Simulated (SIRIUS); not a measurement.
SIRIUS run on TiO₂ (Pnnm, 6 atoms in the cell; from Materials Project mp-2657, changed as shown): self-consistent single point.

All values come from this method and carry its errors: PBE, GBRV PBE ultrasoft pseudopotentials (plane waves; SIRIUS 7.12.0).

The change in words: lattice vector a scaled by 0.99. Reference geometry (P4_2/mnm):
```yaml
crystal:
  lattice:
    - [4.59984, 0.00000, 0.00000]
    - [0.00000, 4.59984, 0.00000]
    - [0.00000, 0.00000, 2.95921]
  atoms:
    - { symbol: Ti, position: [0.50000, 0.50000, 0.00000] }
    - { symbol: Ti, position: [0.00000, 0.00000, 0.50000] }
    - { symbol: O, position: [0.69568, 0.69568, 0.50000] }
    - { symbol: O, position: [0.30432, 0.30432, 0.50000] }
    - { symbol: O, position: [0.80432, 0.19568, 0.00000] }
    - { symbol: O, position: [0.19568, 0.80432, 0.00000] }
```

Reference input (self-consistent single point, DFT, PBE, plane waves, GBRV PBE ultrasoft pseudopotentials): parameters.ngridk = 4 4 6; parameters.xc_functionals = [XC_GGA_X_PBE, XC_GGA_C_PBE]; parameters.gk_cutoff = 6.325 1/bohr; parameters.pw_cutoff = 14.143 1/bohr; parameters.smearing = gaussian; parameters.smearing_width = 0.00183747 Ha; potentials = GBRV PBE ultrasoft pseudopotentials; parameters.electronic_structure_method = pseudopotential; parameters.num_bands = 29; parameters.num_mag_dims = 0; parameters.num_dft_iter = 100; parameters.energy_tol = 1e-07 Ha. This run's input differs from it in these lines:

```diff
@@ -32,7 +32,7 @@
     "lattice_vectors": [
-      [0.999999979, 0.0, 0.0],
-      [0.0, 0.999999979, 0.0],
-      [0.0, 0.0, 0.6433288849]
+      [1.0000000226, 0.0, 0.0],
+      [0.0, 1.0101009442, 0.0],
+      [0.0, 0.0, 0.6498271277]
     ],
-    "lattice_vectors_scale": 8.692438,
+    "lattice_vectors_scale": 8.605514,
     "atom_coordinate_units": "au",
@@ -45,3 +45,3 @@
       "Ti": [
-        [4.3462189085, 4.3462189085, 0.0],
+        [4.3027570974, 4.3462189085, 0.0],
         [0.0, 0.0, 2.7960482226]
@@ -49,6 +49,6 @@
       "O": [
-        [6.0471551406, 6.0471551406, 2.7960482226],
-        [2.6452826765, 2.6452826765, 2.7960482226],
-        [6.991501585, 1.700936232, 0.0],
-        [1.700936232, 6.991501585, 0.0]
+        [5.9866841151, 6.0471551406, 2.7960482226],
+        [2.6188300798, 2.6452826765, 2.7960482226],
+        [6.9215871772, 1.700936232, 0.0],
+        [1.6839270176, 6.991501585, 0.0]
       ]
```

The program printed (abridged):

```
[find] density tolerance         : 1e-06
[find] total energy tolerance    : 1e-07
[find] iter_solver_tol (initial) : 0.01
[find] iter_solver_tol (target)  : 1e-13
[find] num_dft_iter              : 100
Charges and magnetic moments
--------------------------------------------------------------------------------
total charge          : 48.000000
[find] | SCF iteration   0 out of 100|
[diagonalize] iterative solver tolerance (occupied, empty): 0.01 0.01
[diagonalize] average number of iterations: 2
[find] Charges and magnetic moments
[find] total charge          : 48.000000
[find] Energy
[find] smearing (-TS)                 :       0.00000000
   [... lines left out ...]

[find] Charges and magnetic moments
[find] total charge          : 48.000000
[find] Energy
[find] smearing (-TS)                 :      -0.00000000
[find] Total energy                   :    -184.22391297 (Ha),    -368.44782595 (Ry)
[find] Free energy (E-TS)             :    -184.22391297 (Ha),    -368.44782595 (Ry)
[find] band gap (eV)                  :       1.88090168
[find] Efermi                         :       0.38081086
[find] iteration : 32, RMS (target) : 5.1453e-07 (1.0000e-06) , energy difference (target) : 1.2506e-12 (1.0000e-07)
[find] bands are converged : true
[find] iterative solver converged : false
[find] converged after 33 SCF iterations!
[find] Charges and magnetic moments
[find] total charge          : 48.000000
[find] Energy
[find] smearing (-TS)                 :      -0.00000000
[find] Total energy                   :    -184.22391297 (Ha),    -368.44782595 (Ry)
[find] Free energy (E-TS)             :    -184.22391297 (Ha),    -368.44782595 (Ry)
[find] band gap (eV)                  :       1.88090168
[find] Efermi                         :       0.38081086
[ground_state] === stress tensor components [kbar] ===
[ground_state] === stress_total ===
[ground_state]   -81.652602   -0.000000    0.000000
[ground_state]    -0.000000  -68.446378    0.000000
[ground_state]     0.000000    0.000000  -60.198332
[ground_state] ==== total Forces in Ha/bohr =====
[ground_state] atom:    0, force:       0.0000000      0.0000000      0.0000000
[ground_state] atom:    1, force:       0.0000000      0.0000000      0.0000000
[ground_state] atom:    2, force:       0.0008662      0.0004010     -0.0000000
[ground_state] atom:    3, force:      -0.0008662     -0.0004010      0.0000000
[ground_state] atom:    4, force:      -0.0008662      0.0004010      0.0000000
[ground_state] atom:    5, force:       0.0008662     -0.0004010      0.0000000
```

The run converged in 33 iterations. SIRIUS prints the stress tensor with tension positive. Against the reference run the free energy goes up by 4.3 meV/atom, the pressure goes from 4.68 to 7.01 GPa, the largest force goes from 0.005 to 0.049 eV/Å and the gap on the mesh goes from 1.863 to 1.881 eV.

The structure comes from a collection of computed structures, made at another level of theory; the collection holds predicted forms beside known ones.

Cost on one core: roughly 60 core-seconds.

The gap that the log prints is read on the run's mesh, which can miss the band edges or a crossing.
